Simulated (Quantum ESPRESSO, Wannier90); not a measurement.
**SnSe2 (CdI2 type): Wannier90 run**

```yaml
crystal:
  lattice:
    - [3.84190, 0.00000, 0.00000]
    - [-1.92095, 3.32718, 0.00000]
    - [0.00000, 0.00000, 6.48588]
  atoms:
    - { symbol: Sn, position: [0.00000, 0.00000, 0.00000] }
    - { symbol: Se, position: [0.66667, 0.33333, 0.75710] }
    - { symbol: Se, position: [0.33333, 0.66667, 0.24290] }
```

Structure: Materials Project mp-665, symmetrised, not relaxed again. COD (Crystallography Open Database) has the formula in 2 space groups, this one among them (matched by group alone). Computed values, not measurements, from PBEsol: Quantum ESPRESSO (norm-conserving PseudoDojo potentials, cutoff 69 Ry, spinors with spin-orbit coupling) on a Γ-centred 6×6×4 mesh, then Wannier90. Density: 12×12×6 mesh, Gaussian smearing 0.01 Ry. The cell is built of weakly bound layers, chains or molecules, whose nearest atoms lie 4.01 Å apart. Database cells relaxed without dispersion often hold them too far apart, which can enlarge gaps and weakens couplings between them; spacing and stacking were not compared with the measured crystal.

The lattice is scaled uniformly with fixed fractional positions (axis ratios and free coordinates are held, so this isn't the response to pressure), and at each scale an atom-like model (Sn sp, Se sp; disentangled, num_iter = 0) is made. Listed is the largest hopping of each kind of orbital pair shown, with the distance of the two functions' centres at scale 1; the mesh was not varied.

```json
[
 {"scale": "0.970", "gap (eV)": "0.733", "modulus of t, Sn1 pz↑–Se3 py↑ at 2.80 Å (eV)": "1.665", "modulus of t, Sn1 s↑–Se3 py↑ at 2.80 Å (eV)": "1.531", "modulus of t, Se2 s↑–Sn1 s↑ at 2.72 Å (eV)": "1.030"},
 {"scale": "0.985", "gap (eV)": "0.682", "modulus of t, Sn1 pz↑–Se3 py↑ at 2.80 Å (eV)": "1.595", "modulus of t, Sn1 s↑–Se3 py↑ at 2.80 Å (eV)": "1.458", "modulus of t, Se2 s↑–Sn1 s↑ at 2.72 Å (eV)": "0.958"},
 {"scale": "1.000", "gap (eV)": "0.629", "modulus of t, Sn1 pz↑–Se3 py↑ at 2.80 Å (eV)": "1.528", "modulus of t, Sn1 s↑–Se3 py↑ at 2.80 Å (eV)": "1.389", "modulus of t, Se2 s↑–Sn1 s↑ at 2.72 Å (eV)": "0.891"},
 {"scale": "1.015", "gap (eV)": "0.571", "modulus of t, Sn1 pz↑–Se3 py↑ at 2.80 Å (eV)": "1.462", "modulus of t, Sn1 s↑–Se3 py↑ at 2.80 Å (eV)": "1.322", "modulus of t, Se2 s↑–Sn1 s↑ at 2.72 Å (eV)": "0.828"},
 {"scale": "1.030", "gap (eV)": "0.513", "modulus of t, Sn1 pz↑–Se3 py↑ at 2.80 Å (eV)": "1.399", "modulus of t, Sn1 s↑–Se3 py↑ at 2.80 Å (eV)": "1.258", "modulus of t, Se2 s↑–Sn1 s↑ at 2.72 Å (eV)": "0.769"}
]
```

Question: With |t| ∝ d^(−η), find η for each hopping from the ends of the series, and the volume deformation potential of the gap at scale 1.

Answer: 
- Sn1 pz↑–Se3 py↑ at 2.80 Å: η = −ln(1.399/1.665)/ln(1.030/0.970) = 2.9
- Sn1 s↑–Se3 py↑ at 2.80 Å: η = −ln(1.258/1.531)/ln(1.030/0.970) = 3.3
- Se2 s↑–Sn1 s↑ at 2.72 Å: η = −ln(0.769/1.030)/ln(1.030/0.970) = 4.9
Harrison's rules would take η = 2.0, 2.0, 2.0 for these pairs; they describe atomic orbitals, while these are orthogonalised and change shape with the volume.
Volume deformation potential of the gap: dE_g/d ln V = (0.571 − 0.682)/(3 ln(1.015/0.985)) = -1.2 eV.
